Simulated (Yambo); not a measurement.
```xyz
2
Lattice="0.0000 2.7589 2.7589 2.7589 0.0000 2.7589 2.7589 2.7589 0.0000" Properties=species:S:1:pos:R:3 pbc="T T T"
Li     0.0000     0.0000     0.0000
Br     2.7589     2.7589     2.7589
```

The PBEsol cell relaxed from Materials Project entry mp-23259 was given an isotropic strain of +2 % on all lattice vectors, and the atoms were relaxed again.

Problem. Where are the main features of Im ε from RPA with local fields on PBEsol bands (Yambo; 16×16×16 mesh, 27 bands, 4 Ry local-field block, 0.2 eV broadening; field along x)?

Solution. Peaks at 7.5 eV (5.5), 8.9 eV (3.9), heights in brackets. Structure narrower than a few tenths of an eV can come from the finite k mesh. Convergence of the RPA response with its 16×16×16 mesh was not tested. No excitonic effects at this level. 

Spin-orbit coupling is not included.
